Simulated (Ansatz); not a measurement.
Cu Kα1 powder pattern (kinematic, no thermal factors).
2θ (°) (relative intensity): 13.24 (17), 17.90 (12), 22.33 (17), 26.02 (8), 26.65 (4), 29.30 (16), 31.38 (37), 32.14 (38), 32.29 (82), 34.19 (10), 34.90 (5), 36.25 (57), 37.59 (100), 38.75 (4), 40.45 (3), 41.63 (6), 42.23 (3), 44.56 (1), 44.60 (3), 45.56 (3), 45.73 (1), 46.73 (6), 47.82 (3), 48.74 (2), 52.07 (4), 52.58 (3), 52.72 (30), 53.53 (13), 53.72 (35), 54.90 (17), 55.40 (4), 55.44 (3), 56.42 (2), 57.38 (2), 57.46 (2), 58.23 (4), 59.17 (3), 60.78 (3), 61.73 (1), 61.74 (6), 61.77 (2), 62.73 (14), 63.10 (7), 63.45 (2), 63.46 (8), 64.36 (9), 64.62 (10), 65.06 (11), 65.49 (6), 67.15 (2), 67.24 (7), 67.58 (17), 68.45 (2), 68.88 (2), 69.18 (3), 71.70 (1), 72.02 (2), 72.54 (1), 73.29 (1), 73.32 (1), 73.70 (1), 76.44 (2), 76.44 (2), 76.96 (5), 79.87 (2), 80.25 (8), 81.18 (1), 81.50 (2), 82.64 (1), 83.45 (1), 83.59 (2), 85.78 (4), 86.50 (1), 87.15 (2), 87.22 (5), 87.25 (2), 88.17 (6), 88.19 (5), 88.36 (2), 88.43 (6), 89.77 (8)

The pattern is computed from a structure relaxed with DFT PBE, scalar-relativistic, plane waves, PAW (Ansatz). No spin polarisation. Its elements are Al, N, Y.

Q: Give the structure.

A: Y$_{3}$AlN$_{4}$.
Space group Pm (No. 6). a = 3.422 Å, b = 6.684 Å, c = 4.953 Å, α = 90.00°, β = 91.43°, γ = 90.00°
```json
{"atom": "Y", "site": "2c", "symmetry": "1", "x": "0.4968", "y": "0.7446", "z": "0.4865"}
{"atom": "Y", "site": "1a", "symmetry": "m", "x": "0.9642", "y": "0.0000", "z": "0.9901"}
{"atom": "Al", "site": "1b", "symmetry": "m", "x": "0.1734", "y": "0.5000", "z": "0.9373"}
{"atom": "N", "site": "1a", "symmetry": "m", "x": "0.9786", "y": "0.0000", "z": "0.5036"}
{"atom": "N", "site": "2c", "symmetry": "1", "x": "0.4409", "y": "0.2561", "z": "0.0133"}
{"atom": "N", "site": "1b", "symmetry": "m", "x": "0.0085", "y": "0.5000", "z": "0.5696"}
```

A pattern alone doesn't exclude other cells with like lines; this is the one computed.

The cell was found from a structure generator's guess, not taken from experiment.
